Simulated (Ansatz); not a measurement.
**Zr$_{2}$Rh: do energies and stresses tell the same story?**

These are results of DFT r2SCAN, scalar-relativistic, plane waves, PAW in Ansatz, not measurements.

Settings: cutoff 500 eV, Γ-centred mesh 8×8×8 on the computed 6-atom cell, Gaussian smearing of 0.10 eV; no spin polarisation.

Relaxed cell: I4/mcm, a = 6.493 Å, b = 6.493 Å, c = 5.651 Å, α = 90.00°, β = 90.00°, γ = 90.00°, 6 atoms in the primitive cell. Whether it is the stable form of this composition wasn't checked.

Energies at zero smearing and pressures from the stress tensor, at volumes with shape and atoms relaxed:
```json
{"V (Å³/atom)": "17.470", "E − E(first) (meV/atom)": "0.00", "P (GPa)": "21.06"}
{"V (Å³/atom)": "18.065", "E − E(first) (meV/atom)": "-65.17", "P (GPa)": "14.34"}
{"V (Å³/atom)": "18.661", "E − E(first) (meV/atom)": "-107.48", "P (GPa)": "8.68"}
{"V (Å³/atom)": "19.256", "E − E(first) (meV/atom)": "-130.66", "P (GPa)": "3.94"}
{"V (Å³/atom)": "19.852", "E − E(first) (meV/atom)": "-137.71", "P (GPa)": "0.01"}
{"V (Å³/atom)": "20.448", "E − E(first) (meV/atom)": "-131.85", "P (GPa)": "-3.17"}
{"V (Å³/atom)": "21.043", "E − E(first) (meV/atom)": "-114.78", "P (GPa)": "-6.14"}
{"V (Å³/atom)": "21.837", "E − E(first) (meV/atom)": "-75.59", "P (GPa)": "-9.70"}
```

Question: Check P = −dE/dV between neighbouring volumes, and get the bulk modulus from the pressures alone.

Answer: With 1 eV/Å³ = 160.2 GPa:
```tsv
middle V (Å³/atom)	−ΔE/ΔV (GPa)	mean P (GPa)
17.768	17.533	17.701
18.363	11.382	11.510
18.959	6.234	6.312
19.554	1.898	1.974
20.150	-1.578	-1.581
20.745	-4.592	-4.656
21.440	-7.907	-7.922
```

The two differ by 0.17 GPa at most. The mean of two end pressures misses the average over a step by about ΔV² P″/12, up to 0.09 GPa here; with that taken off 0.10 GPa remains. The stress is the derivative of the free energy, not of the energy at zero smearing, and with free energies 0.04 GPa remains. Around V = 19.852 Å³/atom, the two neighbours give B = −V ΔP/ΔV = 19.852 × 7.11 / 1.191 = 118.5 GPa, against B0 = 121.1 GPa from the Birch–Murnaghan fit of the energies.